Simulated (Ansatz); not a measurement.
# Is this Al₄Cu structure stable?

The structure comes from a generated guess, relaxed at this level; another structure or a mixture of phases may lie lower.

Theory: Ansatz, DFT PBE, scalar-relativistic, plane waves, PAW. The final run on the 10-atom cell used 420 eV, a Γ-centred 18×18×2 mesh, 0.10 eV smearing and no spin polarisation.

```cif
data_structure
_symmetry_space_group_name_H-M 'P 1'
_symmetry_Int_Tables_number 1
_cell_length_a 2.8241
_cell_length_b 2.8241
_cell_length_c 22.4309
_cell_angle_alpha 90.000
_cell_angle_beta 90.000
_cell_angle_gamma 120.000
_cell_volume 154.93
loop_
_atom_site_label
_atom_site_type_symbol
_atom_site_fract_x
_atom_site_fract_y
_atom_site_fract_z
_atom_site_occupancy
Al1 Al 0.33333 0.66667 0.89405 1
Al2 Al 0.33333 0.66667 0.10595 1
Al3 Al 0.33333 0.66667 0.31869 1
Al4 Al 0.33333 0.66667 0.50000 1
Al5 Al 0.33333 0.66667 0.68131 1
Al6 Al 0.66667 0.33333 0.00000 1
Al7 Al 0.66667 0.33333 0.21281 1
Al8 Al 0.66667 0.33333 0.78719 1
Cu1 Cu 0.66667 0.33333 0.41005 1
Cu2 Cu 0.66667 0.33333 0.58995 1
```

Energies over the elements count from the elements' standard structures at the same level, with no fitted energy shifts.

Task: These tests were run: energy against the elements; phonons on a 3×3×1 q mesh. What do they show?

Result:

```json
{"test": "energy against the elements", "result": "−0.02 eV/atom"}
{"test": "phonons on a 3×3×1 q mesh", "result": "no imaginary mode on the mesh"}
```

It fails none of these tests outright. Other phases of the system weren't compared here, so this isn't yet thermodynamic stability. Undecided within the accuracy: energy against the elements.

The k mesh leaves some 4 meV/atom of noise in the energy of each metallic cell. The run for the phonons used an 18×18×2 k mesh and Fermi–Dirac smearing of 0.15 eV.
